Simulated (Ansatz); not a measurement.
Consider the following.

TaC:
```yaml
crystal:
  lattice:
    - [0.00000, 2.21982, 2.21982]
    - [2.21982, 0.00000, 2.21982]
    - [2.21982, 2.21982, 0.00000]
  atoms:
    - { symbol: C, position: [0.00000, 0.00000, 0.00000] }
    - { symbol: Ta, position: [0.50000, 0.50000, 0.50000] }
```

This is the PBEsol-relaxed structure.

Q: All from PBEsol (plane waves, PAW; program Ansatz), unless another level is named. Give the Debye temperature from the elastic constants.

A: 591 K.

Q: And the elastic constants (relaxed ions, GPa)?

A: C11 = 780, C12 = 127, C44 = 185.

Space group Fm-3m (rock salt). The PBEsol relaxation kept the symmetry of its start. No spin polarisation was allowed. As this level gives no gap, shear constants depend on the k-mesh and smearing (Fermi–Dirac, 0.1 eV here). Spin–orbit coupling is left out wherever it is not named.

Potentials: the later of the program's two PAW sets.
